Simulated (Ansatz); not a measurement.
Crystals of one structure type (rock salt) and one family of elements, relaxed and computed with PBEsol in the plane-wave PAW code Ansatz.

| crystal | K_Hill (GPa) | G_Hill (GPa) |
|---|---|---|
| YTe | 68.8 | ? |
| LaSe | 77.2 | 34.4 |
| YSe | 87.2 | 35.9 |
| ScS | 110 | 59.6 |

Fit a straight line to ln G against ln K and predict the withheld value.

Least squares on the 3 shown rows: ln G = 1.64 × ln K + (-3.653), with a scatter of 7 %. For YTe this gives 26.7. The run itself gave 25.4, within the scatter.

Standing as an ambient phase not checked: YTe, rock salt; LaSe, rock salt; YSe, rock salt; ScS, rock salt. All cells were relaxed under the symmetry of their starts (and spin orders); stability against distortions was not tested throughout. Rows with no word on spin ran without spin polarisation. Spin–orbit coupling is left out wherever it is not named.

Potentials: the later of the program's two PAW sets.
